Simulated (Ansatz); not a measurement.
BaMgF$_{4}$:
```cif
data_Ba4F16Mg4
_chemical_formula_sum 'Ba4 Mg4 F16'
_space_group_name_H-M_alt 'Cmc21'
_space_group_IT_number 36
_space_group_name_Hall 'C 2c -2'
_cell_length_a 4.09145
_cell_length_b 14.57361
_cell_length_c 5.82281
_cell_angle_alpha 90.000
_cell_angle_beta 90.000
_cell_angle_gamma 90.000
loop_
_atom_site_label
_atom_site_type_symbol
_atom_site_symmetry_multiplicity
_atom_site_Wyckoff_symbol
_atom_site_fract_x
_atom_site_fract_y
_atom_site_fract_z
_atom_site_occupancy
Ba1 Ba 4 a 0.00000 0.34924 0.14628 1
Mg1 Mg 4 a 0.00000 0.08442 0.18982 1
F1 F 4 a 0.00000 0.57913 0.20371 1
F2 F 4 a 0.00000 0.19722 0.38126 1
F3 F 4 a 0.00000 0.02848 0.50868 1
F4 F 4 a 0.00000 0.16361 0.91973 1
```
(The calculation used a cell of 12 atoms; values per cell refer to that cell.)

Relaxed with PBEsol.

**Question.** Give the optical modes at the zone centre with their infrared activity from DFPT, PBEsol in the plane-wave PAW code Ansatz.

**Answer.** Transverse frequencies, without the LO–TO term; a row sums one degenerate level.

```
ω (cm⁻¹)  degeneracy  IR ((D/Å)²/amu)     activity  symmetry
--------  ----------  ---------------  -----------  --------
50                 1             2.55           IR        B2
75                 1             0.45           IR        A1
81                 1             0.00  IR-inactive        A2
99                 1             0.64           IR        A1
103                1             1.46           IR        B2
131                1             3.02           IR        B1
153                1             1.12           IR        B2
154                1             4.52           IR        A1
168                1             1.75           IR        A1
182                1             0.00  IR-inactive        A2
183                1             0.00  IR-inactive        B2
195                1             0.00  IR-inactive        A2
199                1             0.33           IR        B2
200                1             0.44           IR        A1
207                1             2.59           IR        B1
220                1             0.00  IR-inactive        A2
246                1             0.01           IR        A1
254                1             0.91           IR        B1
263                1            13.91           IR        B1
267                1             0.00  IR-inactive        A2
283                1             1.19           IR        B2
294                1             1.30           IR        B2
297                1             0.99           IR        A1
322                1             1.69           IR        A1
340                1             5.29           IR        A1
349                1             3.87           IR        B2
376                1             0.00  IR-inactive        A2
383                1             4.50           IR        B1
409                1             3.57           IR        B2
441                1             0.16           IR        B2
460                1             5.81           IR        A1
485                1             2.80           IR        A1
493                1             5.85           IR        B2
```

**Question.** How high does the top mode go among those that the LO–TO term moves?

**Answer.** 466 cm⁻¹ for q along x, 547 cm⁻¹ for q along y, 542 cm⁻¹ for q along z.

Space group Cmc2_1. The first step of the workflow began from a Materials Project structure, measured or hypothetical; the Crystallography Open Database files this formula in space group No. 36, but the cells were not matched. Whether it is the stable phase at ambient conditions was not checked. The PBEsol relaxation kept the symmetry of its start; of distortions, only those at the zone centre were tested. Spin–orbit coupling is left out wherever it is not named.

Potentials: the earlier of the program's two PAW sets.
